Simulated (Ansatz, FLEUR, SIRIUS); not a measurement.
## NiMoIrPdW: programs and potentials compared

```
CELL_PARAMETERS angstrom
-1.37004 1.37004 9.71647
1.37004 -1.37004 9.71647
1.37004 1.37004 -9.71647
ATOMIC_POSITIONS crystal
Ni 0.19862 0.19862 0.00000
Mo 0.60922 0.60922 0.00000
Pd 0.79310 0.79310 0.00000
Ir 0.39944 0.39944 0.00000
W 0.99565 0.99565 0.00000
```

The cell comes from a database or a generator and needn't be the stable form of this composition.

Alike in all runs: task band structure; functional PBE; k mesh 8 × 8 × 8; occupations fermi-dirac, width 0.05 eV; collinear spin, ferromagnetic start; no spin-orbit coupling.

```csv
program and potentials,plane-wave cutoff (eV),notes,band gap (eV),net moment per atom (μB),largest force (eV/Å)
"FLEUR, all-electron, FLAPW",-,-,no gap,0.00,-
"Ansatz, all-electron LAPW, scalar-relativistic",-,-,no gap,0.00,0.060
"SIRIUS, all-electron FP-LAPW (Koelling-Harmon valence), apw+lo standard",-,-,no gap,0.00,0.050
"SIRIUS, all-electron FP-LAPW (ZORA valence), apw+lo standard",-,-,no gap,0.00,0.050
```

Force on atom 4 (Ir), eV/Å:

| program and potentials | x | y | z |
| --- | --- | --- | --- |
| Ansatz, all-electron LAPW, scalar-relativistic | 0.000 | 0.000 | 0.060 |
| SIRIUS, all-electron FP-LAPW (Koelling-Harmon valence), apw+lo standard | 0.000 | 0.000 | 0.039 |
| SIRIUS, all-electron FP-LAPW (ZORA valence), apw+lo standard | 0.000 | 0.000 | 0.039 |

None finds a gap. All agree on the net moment per atom. The state is the one that the start led to, which needn't be the lowest. The k mesh is coarse, so the values compare programs but aren't converged.

Differences between rows come from potentials, basis sets and numerical settings, since the functional is the same but for its coding. Runs on potential files found faulty are left out.
